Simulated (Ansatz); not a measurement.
HfGeTe in space group P4/nmm (No. 129; Hf on 2c, Ge on 2a, Te on 2c), r²SCAN (plane waves, PAW; program Ansatz), all energies at zero smearing, with the estimated change up to a 700 eV cutoff added, with one set of potentials and settings (totals compare only within such a set). Cell of 6 atoms (2 Hf, 2 Ge, 2 Te): -54067.785 eV.

```tsv
element	reference phase	E (eV/atom)
Hf	P6_3/mmc, 2 atoms in the cell	-15733.7929
Ge	Fd-3m, 2 atoms in the cell	-4302.9121
Te	P3_121, 3 atoms in the cell	-6994.9041
```

Formation energy per atom, worked out: (-54067.785 − 2×(-15733.7929) − 2×(-4302.9121) − 2×(-6994.9041))/6 = -0.761 eV/atom (-73 kJ per mol of atoms), at 0 K, without zero-point energy or fitted corrections.

The workflow started from a Materials Project entry (that database holds measured and hypothetical structures alike); the Crystallography Open Database files this formula in space group No. 129, but the cells were not matched. Whether it is the stable phase at ambient conditions was not checked. Symmetry was held in the r²SCAN relaxation; its stability against distortions is not shown here. No spin polarisation was allowed. A crystal of weakly bound layers computed without a dispersion correction: the cell and the soft elastic constants depend strongly on that. The references are the lowest solids computed at this level, not always the standard phases. Spin–orbit coupling is left out wherever it is not named.

Potentials: the earlier of the program's two PAW sets.
